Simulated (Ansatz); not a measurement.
With r²SCAN (plane waves, PAW; program Ansatz), MoPd in the L1₀ or tetragonal B2 structure (P4/mmm) relaxes to a = 2.696 Å, c = 4.127 Å. Pd has 12 nearest neighbours from 2.70 Å (cuboctahedral); Mo has 12 nearest neighbours from 2.70 Å (cuboctahedral). Its formation energy from the elements is 0.055 eV/atom, with no fitted shifts.

Electronic character: metallic (no gap). Gap from r²SCAN with spin–orbit coupling: none (metallic).

An equation-of-state fit gives a bulk modulus of 247 GPa. Bader charges are Pd -0.60, Mo +0.60 e.

The start of the workflow was typed in or built on a structure type; neither database checked (COD, Materials Project) lists it. Whether it is the stable phase at ambient conditions was not checked. The r²SCAN relaxation kept the symmetry of its start; whether a distortion lowers the energy is not shown. No spin polarisation was allowed. Axis ratios of metals converge slowly with the k-mesh, so a and c are less sure than the volume. The references are the lowest solids computed at this level, not always the standard phases. Spin–orbit coupling is left out wherever it is not named.

Potentials: the earlier of the program's two PAW sets.
